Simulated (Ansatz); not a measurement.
CdTe (zinc blende) is sheared across one {111} plane, glide cut: the third cell vector gains the shift, so faults repeat every 11.5 Å. The cut lies between planes 0.96 Å apart; the cell height is held.

```xyz
6
Lattice="4.6797 0.0000 0.0000 2.3398 4.0527 0.0000 0.0000 0.0000 11.4628" Properties=species:S:1:pos:R:3 pbc="T T T"
Te     4.6797     2.7018     0.4776
Te     2.3398     1.3509     4.2985
Te     4.6797     0.0000     8.1195
Cd     0.0000     0.0000    10.9852
Cd     4.6797     2.7018     3.3433
Cd     2.3398     1.3509     7.1642
```

In-plane vectors a = (4.680, 0.000) Å, b = (2.340, 4.053) Å, area 18.97 Å². The shift is s times the vector a + b (length 8.105 Å), so s = 1 restores the start. Atoms relax along the normal only. γ = [E(shift) − E(0)] / area.

These are PBE (plane waves to 420 eV, PAW, scalar-relativistic; Ansatz, a first-principles code) values and carry that method's errors. k mesh 7×7×3 (Γ-centred), Fermi-Dirac smearing 0.05 eV. Energies are extrapolated to zero smearing. Some relaxations began with atoms very close together and may have settled on another branch. As the smearing reaches across the gap at some points, the k mesh leaves noise in γ, roughly 0.02 J/m² as judged from a few cases. Faults lie only 11.5 Å apart, and holding the cell height raises γ above its relaxed value. CdTe was relaxed with its symmetry unable to fall. Spin-orbit coupling is left out, though Te is heavy. The zero of γ is zero shift. The last digit holds for this mesh only.

```tsv
s	γ (J/m²)
0.000	0.00
0.083	0.78
0.167	1.77
0.250	2.28
0.333	2.45
0.417	2.28
0.500	1.77
0.583	0.79
0.667	0.01
0.750	0.32
0.833	0.49
0.917	0.32
```

Does γ have a local minimum between the ends of the line, and at which s?

s = 0.667.

Which barrier is met on the easier way from s = 0 (or 1) to s = 0.667?

0.49 J/m².

By a periodic cubic spline through the points, what shear stress does the steepest rise of γ from s = 0 correspond to?

16 GPa. A slope of 1 mJ/m² per Å is 0.01 GPa.

(The slope of γ gives the shear force per area between the displaced halves; near zero shift its curvature is an elastic stiffness.)
